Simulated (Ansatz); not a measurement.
Input and command of a calculation in Ansatz (plane waves; scalar-relativistic PAW potentials unless the input names others):

```yaml
crystal:
  lattice:
    - [3.0941201777, -5.3591733641, 0.0]
    - [-6.1882403654, 5.8e-09, 0.0]
    - [0.0, 0.0, -10.1293391947]
  atoms:
    - { symbol: Si, position: [0.3364187563, 0.1718474304, 0.0575399613] }
    - { symbol: Si, position: [0.8328674123, 0.1661215765, 0.0615344939] }
    - { symbol: Si, position: [0.3346024357, 0.6678535955, 0.061538439] }
    - { symbol: Si, position: [0.8328676109, 0.6678518812, 0.061542803] }
    - { symbol: Si, position: [0.1664874449, 0.3342190176, 0.5633087127] }
    - { symbol: Si, position: [0.667338226, 0.3342209371, 0.5633022604] }
    - { symbol: Si, position: [0.1664943224, 0.8333780975, 0.5633000999] }
    - { symbol: Si, position: [0.6667693701, 0.8339343832, 0.5658886294] }
    - { symbol: Si, position: [0.5041287973, 0.5021344535, 0.3177635196] }
    - { symbol: Si, position: [1.000094236, 0.5006013826, 0.312485266] }
    - { symbol: Si, position: [0.5021297842, 0.9985650509, 0.3161435993] }
    - { symbol: Si, position: [0.9939616097, 1.0052609647, 0.3174649397] }
    - { symbol: Si, position: [-0.0011887159, -5.02675e-05, 0.8114306337] }
    - { symbol: Si, position: [0.500759681, -4.70755e-05, 0.8114247369] }
    - { symbol: Si, position: [0.0001092685, 0.5006046684, 0.8128775035] }
    - { symbol: Si, position: [0.5007573137, 0.5018988415, 0.8114341807] }
    - { symbol: B, position: [0.3315508367, 0.1642969564, 0.2497087365] }
    - { symbol: C, position: [0.8334987099, 0.1673838075, 0.2499524785] }
    - { symbol: C, position: [0.3333337834, 0.6672121915, 0.2499671171] }
    - { symbol: C, position: [0.8334801069, 0.667218867, 0.2499694779] }
    - { symbol: C, position: [0.1665432214, 0.3341651517, 0.7505314244] }
    - { symbol: C, position: [0.6672355639, 0.3341678693, 0.7505254977] }
    - { symbol: C, position: [0.1665474125, 0.8334784299, 0.7505263247] }
    - { symbol: C, position: [0.6667764885, 0.8339382285, 0.7503392043] }
    - { symbol: C, position: [-0.0024624828, -0.0006787378, 0.5026996396] }
    - { symbol: C, position: [0.5013920155, -0.0006714553, 0.50269628] }
    - { symbol: C, position: [0.0001059838, 0.5006060561, 0.4995076271] }
    - { symbol: C, position: [0.5013798367, 0.5031604291, 0.5027024198] }
    - { symbol: C, position: [0.5014994531, -0.0007733805, 0.9967295265] }
    - { symbol: C, position: [0.9973434271, -0.0007712679, 0.9967395908] }
    - { symbol: C, position: [0.5014894004, 0.5033719871, 0.9967395052] }
    - { symbol: C, position: [1.0001132886, 0.5006073126, 1.0003603384] }
  host:
    lattice:
      - [3.0941201827, -2.9e-09, 0.0]
      - [-1.5470600888, 2.679586682, 0.0]
      - [0.0, 0.0, 10.1293391947]
    atoms:
      - { symbol: Si, position: [0.6666666667, 0.3333333333, 0.9378441882] }
      - { symbol: Si, position: [0.3333333333, 0.6666666667, 0.4378441882] }
      - { symbol: Si, position: [0.0, 0.0, 0.6878995562] }
      - { symbol: Si, position: [0.0, 0.0, 0.1878995562] }
      - { symbol: C, position: [0.6666666667, 0.3333333333, 0.7498074459] }
      - { symbol: C, position: [0.3333333333, 0.6666666667, 0.2498074459] }
      - { symbol: C, position: [0.0, 0.0, 0.5004478097] }
      - { symbol: C, position: [0.0, 0.0, 0.0004478097] }
total_charge: -1
basis:
  ecutwfc: 420
  xc_grid: 2
kpoints:
  mp_grid: { grid: [4, 4, 2], shift: [0.0, 0.0, 0.0] }
hamiltonian:
  xc: pbe
scf:
  occupations: { method: gaussian, width: 0.01 }
  convergence: { dr2_threshold: 1.0e-20 }
  max_iter: 60
output:
  forces: true
  eigenvalues: true
relax:
  adjacent_minimum: "off"
  f_tol: 0.025
  max_steps: 45
```

```bash
ansatz run input.yaml --threads 4 --pin off --max-ram 8192MiB --backend cpu --events-out ev --progress --plain --runs-dir out
```

Abridged log:
```
The last accepted step is kept in <dir> (removed where the run ends without a failure and the disk answers)
Pseudopotentials: kind: paw
Pseudopotential: Si, paw, valence charge 4, recommended cutoff 420 eV (normal)
Pseudopotential: B, paw, valence charge 3, recommended cutoff 420 eV (normal)
Pseudopotential: C, paw, valence charge 4, recommended cutoff 420 eV (normal)
Functional definition: PBE
Crystal: 32 atoms, lattice volume = 335.928 Å³
Basis set: ecut = 420 eV, 6603 PW (Γ), exchange–correlation on 90×90×144 points (8 copies of the dense FFT grid, shifted against one another)
Bands: 96, of which v1, the nominal top of the filled ones, is band 64 counted from 1 (63 counted from 0)
Symmetry: 1 space group operations
Space group: P1 (ITA 1), of the structure as read, at distance tolerance 7.0e-5 Å
k-points: 20 of 32 (time reversal used)
Initial density: superposition of atomic densities (neutral atoms scaled as one to the charged cell's electrons: chi_scale 0, normalization atom), corrected by the library's trained network
Initial wavefunctions: pseudopotential atomic-orbital guess
Functional: x = pbe(κ = 0.804, μ = 0.21951497), c = pbe(β = 0.06672455)
SCF iter   1: F=—  HF=-14087.609362 eV  |F-HF|=—  |Δ(HF+E_count)|=         —  Δρ=7.71e-3  dr2=5.80e-1  ethr=1.77e-3  ⟨swp⟩=6.0  Hψ=8719  notcnv=0  defer=287
SCF iter   2: F=—  HF=-14087.479854 eV  |F-HF|=—  |Δ(HF+E_count)|=   1.30e-1  Δρ=2.66e-3  dr2=7.15e-2  ethr=4.53e-4  ⟨swp⟩=2.4  Hψ=2590  notcnv=0  defer=508
SCF iter   3: F=—  HF=-14087.462595 eV  |F-HF|=—  |Δ(HF+E_count)|=   1.73e-2  Δρ=1.19e-3  dr2=7.07e-3  ethr=5.58e-5  ⟨swp⟩=2.6  Hψ=2166  notcnv=0  defer=520
SCF iter   4: F=—  HF=-14087.461012 eV  |F-HF|=—  |Δ(HF+E_count)|=   1.58e-3  Δρ=2.45e-4  dr2=2.05e-4  ethr=5.52e-6  ⟨swp⟩=2.2  Hψ=2703  notcnv=0  defer=520
SCF iter   5: F=—  HF=-14087.461005 eV  |F-HF|=—  |Δ(HF+E_count)|=   6.96e-6  Δρ=7.19e-5  dr2=1.58e-5  ethr=1.60e-7  ⟨swp⟩=2.0  Hψ=3212  notcnv=0  defer=520
SCF iter   6: F=—  HF=-14087.460967 eV  |F-HF|=—  |Δ(HF+E_count)|=   3.79e-5  Δρ=2.03e-5  dr2=1.87e-6  ethr=1.23e-8  ⟨swp⟩=2.0  Hψ=2621  notcnv=0  defer=520
SCF iter   7: F=—  HF=-14087.461118 eV  |F-HF|=—  |Δ(HF+E_count)|=   1.51e-4  Δρ=5.18e-6  dr2=8.10e-8  ethr=1.46e-9  ⟨swp⟩=2.0  Hψ=2637  notcnv=0  defer=520
SCF iter   8: F=—  HF=-14087.461118 eV  |F-HF|=—  |Δ(HF+E_count)|=   5.07e-8  Δρ=1.23e-6  dr2=5.67e-9  ethr=6.33e-11  ⟨swp⟩=2.0  Hψ=2665  notcnv=0  defer=520
   ...
SCF iter   9: F=—  HF=-14087.680217 eV  |F-HF|=—  |Δ(HF+E_count)|=  3.64e-12  Δρ=1.23e-8  dr2=4.97e-13  ethr=5.48e-15 (applied; sched 1.00e-12)  ⟨swp⟩=2.0  Hψ=2680  notcnv=0  defer=520
   ...
  atom  19  C     -0.00042951     0.00058733    -0.00078454
  atom  20  C      0.00051179    -0.00036501    -0.00075605
  atom  21  C      0.00108911    -0.00047413     0.00050697
  atom  22  C     -0.00004192     0.00118158     0.00059848
  atom  23  C     -0.00087092    -0.00050344     0.00047491
  atom  24  C     -0.00000342    -0.00005360     0.00089059
  atom  25  C      0.00005113     0.00046608    -0.00122438
  atom  26  C      0.00037435    -0.00016772    -0.00127567
  atom  27  C     -0.00000942     0.00008888     0.00029764
  atom  28  C     -0.00027452    -0.00021450    -0.00127526
  atom  29  C     -0.00219356     0.00123881     0.00194616
  atom  30  C     -0.00001975    -0.00253172     0.00197856
  atom  31  C      0.00207938     0.00117153     0.00180416
  atom  32  C      0.00003771     0.00001796     0.00130002
--- Relaxed structure (4 steps of the walk, 4 accepted, 0 SCFs on fresh bases) ---
  F+E_penalty+E_count = -14087.68021660 eV   max|allowed force component| = 2.532e-3 eV/Å
  atoms:
    - { symbol: Si, position: [0.33347251, 0.16745423, 0.06135273] }
    - { symbol: Si, position: [0.83260207, 0.16571488, 0.06366023] }
    - { symbol: Si, position: [0.33521350, 0.66832236, 0.06365973] }
    - { symbol: Si, position: [0.83260274, 0.66832155, 0.06365822] }
    - { symbol: Si, position: [0.16705004, 0.33387134, 0.56192748] }
    - { symbol: Si, position: [0.66631162, 0.33387141, 0.56192816] }
    - { symbol: Si, position: [0.16705114, 0.83461122, 0.56192860] }
    - { symbol: Si, position: [0.66680354, 0.83411699, 0.56441652] }
    - { symbol: Si, position: [0.50039881, 0.50130393, 0.31301451] }
    - { symbol: Si, position: [1.00013447, 0.50077851, 0.31038811] }
    - { symbol: Si, position: [0.50040081, 1.00051245, 0.31301495] }
    - { symbol: Si, position: [0.99960846, 1.00051525, 0.31301397] }
    - { symbol: Si, position: [-0.00121562, 0.00011293, 0.81236510] }
    - { symbol: Si, position: [0.50081818, 0.00011165, 0.81236581] }
    - { symbol: Si, position: [0.00014135, 0.50079042, 0.81345809] }
    - { symbol: Si, position: [0.50081953, 0.50214706, 0.81236367] }
    - { symbol: B, position: [0.33346868, 0.16744125, 0.25115787] }
    - { symbol: C, position: [0.83259582, 0.16570110, 0.25117125] }
    - { symbol: C, position: [0.33521393, 0.66831331, 0.25117078] }
    - { symbol: C, position: [0.83259557, 0.66831797, 0.25117012] }
    - { symbol: C, position: [0.16658324, 0.33434904, 0.75050217] }
    - { symbol: C, position: [0.66725722, 0.33434708, 0.75050315] }
    - { symbol: C, position: [0.16658258, 0.83367484, 0.75050300] }
    - { symbol: C, position: [0.66680661, 0.83412298, 0.75048518] }
    - { symbol: C, position: [-0.00280987, -0.00068959, 0.50254833] }
    - { symbol: C, position: [0.50161157, -0.00068979, 0.50254850] }
    - { symbol: C, position: [0.00013806, 0.50078480, 0.49935041] }
    - { symbol: C, position: [0.50161080, 0.50373111, 0.50254823] }
    - { symbol: C, position: [0.50112986, -0.00020410, 0.99727084] }
    - { symbol: C, position: [0.99815677, -0.00020365, 0.99727056] }
    - { symbol: C, position: [0.50112980, 0.50276723, 0.99726878] }
    - { symbol: C, position: [1.00014066, 0.50078751, 1.00068975] }
```

One setting here is needlessly strict: a threshold far tighter than needed (scf.convergence.dr2_threshold: not typed → 1e-20). It leaves the result as it was and can only cost iterations: the run converged in 72 SCF iterations over all its steps (reference: 19) with an energy at zero smearing within 0.01 meV/atom of the reference's, largest force 0.003 eV/Å, gap on the mesh 1.35 eV. A reference run from the same start on usual settings converged, and the end of its own relaxation has largest force 0.003 eV/Å, gap on the mesh 1.35 eV.

The run took 71 s on 4 threads of Intel(R) Xeon(R) Platinum 8488C (Sapphire Rapids) (shared host), peak memory 1.3 GiB.